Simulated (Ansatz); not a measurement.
Space group I4_1/amd:1 (No. 141). a = 8.160 Å, b = 8.160 Å, c = 6.163 Å, α = 90.00°, β = 90.00°, γ = 90.00°
```
atom site symmetry x y z
  Bi    8d     .2/m.  0.0000  0.7500  0.6250
  Te    4a      -4m2  0.0000  0.0000  0.0000
```

Equation of state of this Bi2Te structure (not necessarily the ground state), with shape and atoms relaxed at each volume where symmetry leaves them free. It has no gap at any of these volumes. Theory: Ansatz 0.2.0, DFT PBEsol, scalar-relativistic, plane waves, PAW.

Settings: cutoff 420 eV, Γ-centred mesh 8×8×8 on the computed 6-atom cell, Gaussian smearing of 0.10 eV; no spin polarisation.

```csv
V (Å³/atom),E − E(largest V) (meV/atom),P (GPa)
33.168,-36.67,1.50
34.194,-41.33,0.01
35.220,-37.16,-1.28
36.245,-25.46,-2.36
37.613,0.00,-3.57
```

Fit a third-order Birch–Murnaghan equation to E(V).

V0 = 34.20 Å³/atom, B0 = 46 GPa, B0' = 4.3.

Spin-orbit coupling is left out, which matters for the bands of heavy elements.